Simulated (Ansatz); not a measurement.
**Cr: from a starting cell to a relaxed one**

The start is a relaxed Cr cell shaken by Gaussian noise of σ = 0.08 Å a coordinate. The cell and all atomic positions are relaxed at zero pressure with r2SCAN (plane waves to 500 eV, PAW, scalar-relativistic; Ansatz, a first-principles code). The first steps use a coarse 7×7×7 k-mesh.

Initial structure:
```
Cr
1.0
    4.51139     0.00000     0.00000
    0.00000     4.51139     0.00000
    0.00000     0.00000     4.51139
Cr
8
Cartesian
  1.22886   0.02255   2.30283
  3.41741  -0.06886   2.18147
  0.10443   2.26943   1.04745
  0.00515   2.31348   3.27845
  2.26110   1.15783  -0.04943
  2.38180   3.39586   0.00292
  0.06540   0.13828   0.16656
  2.24642   2.18244   2.30967
```

Q: How large is the pressure on the unrelaxed cell, and of which sign?

A: +2.6 GPa (positive: the cell is compressed).

Q: Does it find its way back to the structure it was made from?

A: The parent structure is recovered, Pm-3n (No. 223).

Q: How do the shortest distances between atoms change?

A: The closest pairs of elements (up to four, under 3.6 Å), start → end: Cr–Cr 2.19 → 2.26 Å.

Q: What band gap does the relaxed structure have at this level?

A: No gap (metallic).

Final values are on a 10×10×10 k-mesh of the relaxed cell. No spin polarisation in the result. A magnetic state may lie lower.

The relaxed structure here is a generated cell of Cr: the first start was made by placing the elements on the sites of a structure type, and the end was not matched to a known phase here, so it may be hypothetical. Known forms of Cr include space group No. 229.
